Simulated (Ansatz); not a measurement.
Values for one crystal, relaxed and computed with DFT-r²SCAN in the program Ansatz with PAW potentials; other levels are named.

- Volume per atom = 18.29 Å³
- Band gap = 1.37 eV (indirect)
- HSE06 gap on the r²SCAN cell = 1.65 eV
- Conduction-band minimum = off the standard path, at k = (0.000, 0.432, 0.346) in fractions of the reciprocal vectors
- Formation energy from the elements (no fitted shifts) = -0.64 eV/atom
- Electron effective mass = 0.17, 0.26, 0.57 mₑ (principal values)
- Hole effective mass = 0.12, 1.8, 1.8 mₑ (principal values)

**Question.** Which of these materials gives this?
A. InGaN2, P3m1 (In on 1a, Ga on 1c, N on 1c, N on 1a)
B. FeP2, Pnnm (Fe on 2a, P on 4g)
C. Mg2ZnP2, P3m1 (Pearson symbol hP5)
D. LiMgBN2, I-4m2 (Li on 2d, Mg on 2c, B on 2b, N on 4e)

**Answer.** C, Mg2ZnP2, P3m1 (Pearson symbol hP5)

The workflow started from a Materials Project entry (that database holds measured and hypothetical structures alike); the Crystallography Open Database copy checked does not list it. With Mg and Zn taken as one species the cell has the higher symmetry P-3m1, so it may be an ordered model of a mixed-site phase. Whether it is the stable phase at ambient conditions was not checked. Symmetry was held in the r²SCAN relaxation; whether a distortion lowers the energy is not shown. The references are the lowest solids computed at this level, not always the standard phases.

Potentials: the later of the program's two PAW sets.
